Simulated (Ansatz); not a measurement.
AlAg:
```
CELL_PARAMETERS angstrom
      1.43611    -5.30338     0.00000
      1.43611     5.30338     0.00000
      0.00000     0.00000     4.54845
ATOMIC_POSITIONS crystal
  Ag 0.66292 0.33708 0.25000
  Al 0.92400 0.07600 0.25000
  Ag 0.33708 0.66292 0.75000
  Al 0.07600 0.92400 0.75000
```

Relaxed with PBE. Special points in fractions of this cell's reciprocal vectors: Γ (0.000, 0.000, 0.000); Y (-0.500, 0.500, 0.000); C0 (-0.268, 0.732, 0.000); Σ0 (0.268, 0.268, 0.000); Z (0.000, 0.000, 0.500); A0 (0.268, 0.268, 0.500); E0 (-0.268, 0.732, 0.500); T (-0.500, 0.500, 0.500); S (0.000, 0.500, 0.000); R (0.000, 0.500, 0.500).

**Question.** List the band energies nearest the Fermi level at these points for DFT-PBE in the program Ansatz with PAW potentials.

**Answer.** In eV from the Fermi level; about four levels below and three above (degenerate sets whole), none deeper than 8.9 eV; points with the same levels are listed once.

```csv
k,below,above
Γ,-3.50 -2.99 -2.86 -0.65,2.68 3.60 4.28
Y,-4.59 -0.86 -0.85 -0.50,1.65 2.54 4.61
C0,-4.99 -4.17 -2.80 -2.61,1.13 1.68 1.88
Z,-2.67 -2.67 -0.30 -0.30,6.44 6.44 9.44 9.44
A0,-2.15 -2.15 -0.10 -0.10,3.28 3.28 3.76 3.76
T,-4.60 -4.60 -4.42 -4.42,4.71 4.71 5.06 5.06
S,-3.63 -2.82 -2.13 -0.12,1.83 2.26 2.85
R,-3.05 -3.05 -1.50 -1.50,0.62 0.62 1.40 1.40
```

Space group Cmcm. The start of the workflow was typed in or built on a structure type; neither database checked (COD, Materials Project) lists it. Its standing as an ambient phase is unchecked. The cell was relaxed with PBE under the symmetry of its start; its stability against distortions is not shown here. No spin polarisation was allowed. Scalar-relativistic: spin–orbit coupling is off unless named, which matters more the heavier the elements.

Potentials: the later of the program's two PAW sets.
